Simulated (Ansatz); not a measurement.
Relaxing Ga (alpha)

**What was measured.** A cell as deposited of orthorhombic Ga (space group Cmce), temperature not stated, from the Crystallography Open Database (1963), has axes, shortest first, 4.511, 4.517, 7.645 Å and 19.47 Å³/atom.

The computed numbers are results of PBEsol, scalar-relativistic (no spin polarisation) in the plane-wave PAW code Ansatz at 420 eV, Γ-centred 12×12×10 mesh, 0.05 eV Gaussian smearing; PAW files: Ansatz's generated set soft_2.

Starting cell, 1 % over the database's volume:

```
CELL_PARAMETERS angstrom
2.26150 -3.83050 0.00000
2.26150 3.83050 0.00000
0.00000 0.00000 4.52400
ATOMIC_POSITIONS crystal
Ga 0.34510 0.65490 0.58100
Ga 0.65490 0.34510 0.41900
Ga 0.84510 0.15490 0.91900
Ga 0.15490 0.84510 0.08100
```

The steps in volume:

```tsv
run	level	k-mesh	kind	V (Å³/atom)	P (GPa)	E − E(final) (meV/atom)	gap on the mesh (eV)
1	PBEsol	12×12×10	cell and atoms relaxed	19.06	0.0	0.0	metal
```

The cell is relaxed to zero pressure at this level.

The final structure (symmetry read at 0.01 Å). Symmetry: Cmce, No. 64, orthorhombic system. Conventional cell: a = 4.467 Å, b = 7.602 Å, c = 4.490 Å, α = 90.00°, β = 90.00°, γ = 90.00°. Ga (site symmetry m) has 7 Ga at 2.48 to 2.75 Å as nearest neighbours. (Neighbours are counted to 15 % beyond the shortest distance.)

- At the final geometry the gap, band path included, is zero (metallic).
- The runs in the table took roughly 1.2 core-minutes.

**Comparison.** The computed cell (4.467, 4.490, 7.602 Å, 19.06 Å³/atom) differs from the database's by −2.1 % in volume, about −0.7 % in length. PBEsol was built to cure PBE's overestimate of volumes, and the static lattice lacks thermal expansion. The database's entry may also be off.
